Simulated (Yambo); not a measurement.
A BSE run in Yambo for NaH (rock salt, space group Fm-3m, No. 225) (PBEsol bands; 10×10×10 mesh, 1 valence and 4 conduction bands, static screening with 15 bands and a 4 Ry block, scissor 2.47 eV, Tamm-Dancoff; field along x) gives:

```
state  energy (eV)  states within 2 meV  relative strength   class
-----  -----------  -------------------  -----------------  ------
1             5.95                    3               1.00  strong
2             6.36                    1             < 0.01    dark
3             6.47                    3             < 0.01    weak
4             6.61                    3             < 0.01    dark
5             6.65                    2             < 0.01    dark
```

### Question
What changes when the mesh is changed to 6×6×6 (with 1 valence and 4 conduction bands)?

### Answer
The lowest state goes from 5.949 eV to 5.948 eV, and its distance below the direct gap from 1.070 eV to 1.070 eV. These are vertical excitations (zero momentum); the indirect quasiparticle gap, about 6.18 eV, is smaller than the direct one (7.02 eV on the GW mesh). The scissor comes from a G0W0 run whose convergence isn't established.

Geometry of the Materials Project entry, not relaxed at this level; primitive cell a = b = c = 3.375 Å, α = β = γ = 60.00°.
